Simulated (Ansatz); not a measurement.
Hf$_{2}$SiN:
```yaml
crystal:
  lattice:
    - [3.20250, 0.00000, 0.00000]
    - [-1.60125, 2.77345, 0.00000]
    - [0.00000, 0.00000, 13.28673]
  atoms:
    - { symbol: Si, position: [0.33333, 0.66667, 0.75000] }
    - { symbol: Si, position: [0.66667, 0.33333, 0.25000] }
    - { symbol: Hf, position: [0.33333, 0.66667, 0.09638] }
    - { symbol: Hf, position: [0.66667, 0.33333, 0.59638] }
    - { symbol: Hf, position: [0.66667, 0.33333, 0.90362] }
    - { symbol: Hf, position: [0.33333, 0.66667, 0.40362] }
    - { symbol: N, position: [0.00000, 0.00000, 0.00000] }
    - { symbol: N, position: [0.00000, 0.00000, 0.50000] }
```

Relaxed with r²SCAN. Special points in fractions of this cell's reciprocal vectors: Γ (0.000, 0.000, 0.000); M (0.500, 0.000, 0.000); K (0.333, 0.333, 0.000); A (0.000, 0.000, 0.500); L (0.500, 0.000, 0.500); H (0.333, 0.333, 0.500).

Problem. List the band energies nearest the Fermi level at these points for plane-wave PAW r²SCAN with spin–orbit coupling (Ansatz code).

Solution. In eV from the Fermi level; about four levels below and three above (degenerate sets whole), none deeper than 8.9 eV; points with the same levels are listed once.

```tsv
k	below	above
Γ	-2.75 -2.75 -1.62 -1.62	0.33 0.33 0.40 0.40
M	-2.79 -2.79 -2.43 -2.43	0.51 0.51 0.72 0.72
K	-0.98 -0.98 0.00 0.00	0.77 0.77 0.89 0.89
A	-0.46 -0.46 -0.46 -0.46	0.43 0.43 0.43 0.43
L	-2.54 -2.54 -2.54 -2.54	0.72 0.72 0.72 0.72
H	-0.63 -0.63 -0.45 -0.45	0.72 0.72 0.85 0.85
```

Space group P6_3/mmc. The start of the workflow was typed in or built on a structure type; neither database checked (COD, Materials Project) lists it. Whether it is the stable phase at ambient conditions was not checked. The cell was relaxed with r²SCAN under the symmetry of its start; its stability against distortions is not shown here. The run is not spin-polarised.

Potentials: the earlier of the program's two PAW sets.
